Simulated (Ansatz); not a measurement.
A geometry of W away from equilibrium: step 4 of the relaxation of a randomly generated symmetric cell of W (space group No. 217). Calculation: r2SCAN (plane waves to 500 eV, PAW, scalar-relativistic; Ansatz, a program for electronic structure). Γ-centred k-mesh 9×9×9 on the run's cell (coarser than for final values), Fermi–Dirac smearing 0.05 eV. The plane waves were selected for a different cell earlier on the path.

```xyz
4
Lattice="-2.5216 2.5216 2.5216 2.5216 -2.5216 2.5216 2.5216 2.5216 -2.5216" Properties=species:S:1:pos:R:3 pbc="T T T"
W      1.0666     1.0666     1.0666
W      1.4550     1.4550    -1.4550
W      1.4550    -1.4550     1.4550
W     -1.4550     1.4550     1.4550
```

Problem. Give the Cartesian forces on all atoms (eV/Å).

Solution. 
| atom | Fx | Fy | Fz |
|---|---|---|---|
| W1 | -0.43 | -0.43 | -0.43 |
| W2 | 0.43 | 0.43 | -0.43 |
| W3 | 0.43 | -0.43 | 0.43 |
| W4 | -0.43 | 0.43 | 0.43 |

The path ends in I-43m (No. 217). No spin polarisation in the result.

The run could not lose the symmetry of its start: the end is stationary, and may be a saddle point rather than a minimum.

The end of the path is a generated cell of W: the first start was made by a random draw of sites in a space group, and the end was not matched to a known phase here, so it may be hypothetical. Known forms of W include space group No. 229.
